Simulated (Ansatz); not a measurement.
MgO:
```
MgO
1.0
    3.26552     0.00000     0.00000
   -1.63276     2.82802     0.00000
    0.00000     0.00000    15.50808
Mg O
6 6
Direct
  0.00000   0.00000   0.35188
  0.00000   0.00000   0.02070
  0.33333   0.66667   0.18630
  0.33333   0.66667   0.51808
  0.33333   0.66667   0.85250
  0.66667   0.33333   0.68629
  0.00000   0.00000   0.14833
  0.00000   0.00000   0.47955
  0.33333   0.66667   0.98146
  0.33333   0.66667   0.31391
  0.33333   0.66667   0.64704
  0.66667   0.33333   0.81396
```

This is the PBEsol-relaxed structure. Tensor components refer to the Cartesian frame of this cell.

Task: All from DFT-PBEsol in the program Ansatz with PAW potentials, unless another level is named. Give the electron effective mass.

Result: 0.33 mₑ (isotropic).

Task: Predict the HSE06 gap on the PBEsol cell.

Result: 5.17 eV.

Task: Give the hole effective mass.

Result: 0.37 along z (mₑ).

Task: Next, the formation energy from the elements (no fitted shifts)?

Result: -2.60 eV/atom.

Task: Next, the valence-band maximum?

Result: at Γ.

Space group P3m1. The workflow started from a Materials Project entry (that database holds measured and hypothetical structures alike); the Crystallography Open Database copy checked does not list it. It is not the phase usual at ambient conditions (space group No. 225). The PBEsol relaxation kept the symmetry of its start; whether a distortion lowers the energy is not shown. The references are the lowest solids computed at this level, not always the standard phases (solids in place of the gases).

Potentials: the earlier of the program's two PAW sets. The files were generated under PBE; for other functionals the program regenerates the frozen cores, and for LDA and PBEsol the local potential too.
